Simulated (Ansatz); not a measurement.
Relaxed-ion elastic tensor of SbPd (NiAs type, space group No. 194) in GPa (Voigt order), PBEsol in the plane-wave PAW code Ansatz; density 9.40 g/cm³, 20.16 Å³ per atom.

```
      1     2     3     4     5     6
-  ----  ----  ----  ----  ----  ----
1   156   116  93.6   0.0   0.0   0.0
2   116   156  93.6   0.0   0.0   0.0
3  93.6  93.6   183   0.0   0.0   0.0
4   0.0   0.0   0.0  46.0   0.0   0.0
5   0.0   0.0   0.0   0.0  46.0   0.0
6   0.0   0.0   0.0   0.0   0.0  19.9
```

**Question.** Is the crystal mechanically stable?

**Answer.** Yes: the smallest eigenvalue of C is 19.9 GPa.

**Question.** Work out the Voigt, Reuss and Hill averages.

**Answer.** K_V = 122, K_R = 122, K_H = 122; G_V = 35.1, G_R = 30.0, G_H = 32.6 GPa.

**Question.** Give Young's modulus, Poisson's ratio, Pugh's ratio and the universal anisotropy index.

**Answer.** E = 9KG/(3K + G) = 89.8 GPa; ν = 0.38; K/G = 3.75 (ductile by the Pugh limit of 1.75); A_U = 5G_V/G_R + K_V/K_R − 6 = 0.85.

**Question.** Estimate the sound speeds and the Debye temperature.

**Answer.** v_l = √((K + 4G/3)/ρ) = 4200 m/s, v_t = √(G/ρ) = 1860 m/s, mean 2100 m/s; Θ = (h/k)(3n/4πV)^(1/3) v_m = 230 K.

**Question.** Solve the Christoffel equation for the three sound speeds along x, y, z.

**Answer.** Eigenvalues of C_ijkl n_j n_l equal ρv². In km/s, slowest first: x 1.46, 2.21, 4.07; y 1.46, 2.21, 4.07; z 2.21, 2.21, 4.41.

**Question.** How much does each axis shrink under pressure?

**Answer.** Linear compressibilities β_i = Σ_j S_ij (j = 1 to 3): x 2.8, y 2.8, z 2.6 per TPa.

Space group P6_3/mmc (NiAs type). The workflow started from a Materials Project entry (that database holds measured and hypothetical structures alike); the Crystallography Open Database files this formula in space group No. 194, but the cells were not matched. Whether it is the stable phase at ambient conditions was not checked. The PBEsol relaxation kept the symmetry of its start; whether a distortion lowers the energy is not shown. The run is not spin-polarised. As this level gives no gap, shear constants depend on the k-mesh and smearing (Fermi–Dirac, 0.1 eV here). Spin–orbit coupling is left out wherever it is not named.

Potentials: the later of the program's two PAW sets.
